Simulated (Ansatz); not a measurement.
According to plane-wave PAW LDA (Ansatz code), SiO₂ in the tetragonal phase (P4_12_12; Si on 4a, O on 8b) relaxes to a = 4.945 Å, c = 6.872 Å. Si has 4 nearest neighbours from 1.61 Å (tetrahedral); O has 2 nearest neighbours from 1.61 Å (bent). Against the elements it lies at -2.92 eV/atom, with no fitted shifts.

It is gapped at this level: 5.55 eV (direct). The valence maximum lies at Γ and the conduction minimum at Γ. The electron mass is 0.54 mₑ (isotropic). The hole mass is 1.7, 2.0, 2.0 mₑ (principal values).

An equation-of-state fit gives a bulk modulus of 12.1 GPa. The relaxed-ion elastic constants in GPa are C11 = 47.4, C12 = 4.5, C13 = -10.4, C33 = 41.8, C44 = 70.0, C66 = 25.0. The elastic constants imply a Debye temperature near 528 K. Perturbation theory gives ε∞ = 2.32 (xx = yy), 2.31 (zz). Letting the ions move raises it to ε0 = 4.21 (xx = yy), 3.96 (zz). Born charges are Si +3.32, O -1.66 e. The phonon dispersion is stable (no imaginary branch). Without the LO–TO term the highest mode at Γ lies at 1190 cm⁻¹.

The measured cell (COD 9009686, doi:10.1063/1.334545; 296 K, pressure taken as ambient) has 14.27 Å³ per atom; the computed volume differs by -1.8 %, which includes thermal expansion and zero-point motion.

The LDA relaxation kept the symmetry of its start. The references are the lowest solids computed at this level, not always the standard phases (solids in place of the gases).

Potentials: the later of the program's two PAW sets.
